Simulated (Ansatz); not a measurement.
In DFT-PBE in the program Ansatz with PAW potentials, TaW in the rock salt structure (Fm-3m) relaxes to a = 5.375 Å. Ta has 6 nearest neighbours from 2.69 Å (octahedral); W has 6 nearest neighbours from 2.69 Å (octahedral). Its formation energy from the elements is 1.18 eV/atom, with no fitted shifts.

Electronic character: metallic (no gap). Gap from PBE with spin–orbit coupling: none (metallic).

The bulk modulus is 179 GPa.

The start of the workflow was typed in or built on a structure type; neither database checked (COD, Materials Project) lists it. Whether it is the stable phase at ambient conditions was not checked. The PBE relaxation kept the symmetry of its start; whether a distortion lowers the energy is not shown. No spin polarisation was allowed. Its formation energy is positive at this level, so the cell may be metastable or incomplete. The references are the lowest solids computed at this level, not always the standard phases. Spin–orbit coupling is left out wherever it is not named.

Potentials: the earlier of the program's two PAW sets.
